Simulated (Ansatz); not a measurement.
Relaxed-ion elastic tensor of Nb (bcc (W type), Im-3m) in GPa (Voigt order), the program Ansatz at the r²SCAN level (PAW); density 8.57 g/cm³, 18.01 Å³ per atom.

|  | 1 | 2 | 3 | 4 | 5 | 6 |
|---|---|---|---|---|---|---|
| 1 | 252 | 137 | 137 | 0.0 | 0.0 | 0.0 |
| 2 | 137 | 252 | 137 | 0.0 | 0.0 | 0.0 |
| 3 | 137 | 137 | 252 | 0.0 | 0.0 | 0.0 |
| 4 | 0.0 | 0.0 | 0.0 | 11.8 | 0.0 | 0.0 |
| 5 | 0.0 | 0.0 | 0.0 | 0.0 | 11.8 | 0.0 |
| 6 | 0.0 | 0.0 | 0.0 | 0.0 | 0.0 | 11.8 |

**Question.** Is the crystal mechanically stable?

**Answer.** Yes: the smallest eigenvalue of C is 11.8 GPa.

**Question.** Work out the Voigt, Reuss and Hill averages.

**Answer.** K_V = 175, K_R = 175, K_H = 175; G_V = 30.1, G_R = 17.3, G_H = 23.7 GPa.

**Question.** Give Young's modulus, Poisson's ratio, Pugh's ratio and the universal anisotropy index.

**Answer.** E = 9KG/(3K + G) = 68.1 GPa; ν = 0.44; K/G = 7.39 (ductile by the Pugh limit of 1.75); A_U = 5G_V/G_R + K_V/K_R − 6 = 3.70.

**Question.** Estimate the sound speeds and the Debye temperature.

**Answer.** v_l = √((K + 4G/3)/ρ) = 4920 m/s, v_t = √(G/ρ) = 1660 m/s, mean 1890 m/s; Θ = (h/k)(3n/4πV)^(1/3) v_m = 215 K.

**Question.** Give the Zener ratio and Young's modulus along [100], [110] and [111].

**Answer.** A = 2C44/(C11 − C12) = 0.21; 1/E = S11 − 2(S11 − S12 − S44/2)Γ with Γ = 0, 1/4, 1/3 gives 156, 43.0, 34.7 GPa.

**Question.** Solve the Christoffel equation for the three sound speeds along [100], [110], [111].

**Answer.** Eigenvalues of C_ijkl n_j n_l equal ρv². In km/s, slowest first: [100] 1.17, 1.17, 5.43; [110] 1.17, 2.59, 4.91; [111] 2.22, 2.22, 4.72.

The cell was relaxed with r²SCAN under the symmetry of its start. The run is not spin-polarised. As this level gives no gap, shear constants depend on the k-mesh and smearing (Fermi–Dirac, 0.1 eV here). On the denser mesh and wider smearing of the elastic run this cell carries a stress of 0.4 GPa.

Potentials: the earlier of the program's two PAW sets.
